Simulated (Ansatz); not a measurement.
Input:

TePtSe:
```cif
data_PtSeTe
_chemical_formula_sum 'Te1 Pt1 Se1'
_space_group_name_H-M_alt 'P 1'
_space_group_IT_number 1
_cell_length_a 3.89005
_cell_length_b 3.89005
_cell_length_c 4.88407
_cell_angle_alpha 90.000
_cell_angle_beta 90.000
_cell_angle_gamma 120.000
loop_
_space_group_symop_operation_xyz
  'x, y, z'
loop_
_atom_site_label
_atom_site_type_symbol
_atom_site_fract_x
_atom_site_fract_y
_atom_site_fract_z
_atom_site_occupancy
Te1 Te 0.00000 0.00000 0.27121 1
Pt1 Pt 0.33333 0.66667 0.99028 1
Se1 Se 0.66667 0.33333 0.73851 1
```

This is the LDA-relaxed structure.

### Question
All from DFT-LDA in the program Ansatz with PAW potentials, unless another level is named. Give the electronic character.

### Answer
metallic (no gap).

### Question
Give the formation energy from the elements (no fitted shifts).

### Answer
-0.41 eV/atom.

### Question
Next, the density of states at the Fermi level?

### Answer
0.33 states/eV per atom (mean over ±0.08 eV).

Space group P3m1. The workflow started from a Materials Project entry (that database holds measured and hypothetical structures alike); the Crystallography Open Database copy checked does not list it. With Te and Se taken as one species the cell has the higher symmetry P-3m1, so it may be an ordered model of a mixed-site phase. Whether it is the stable phase at ambient conditions was not checked. Symmetry was held in the LDA relaxation; its stability against distortions is not shown here. The run is not spin-polarised. A crystal of weakly bound layers computed without a dispersion correction: the cell and the soft elastic constants depend strongly on that. The references are the lowest solids computed at this level, not always the standard phases. Scalar-relativistic: spin–orbit coupling is off unless named, which matters more the heavier the elements.

Potentials: the later of the program's two PAW sets.
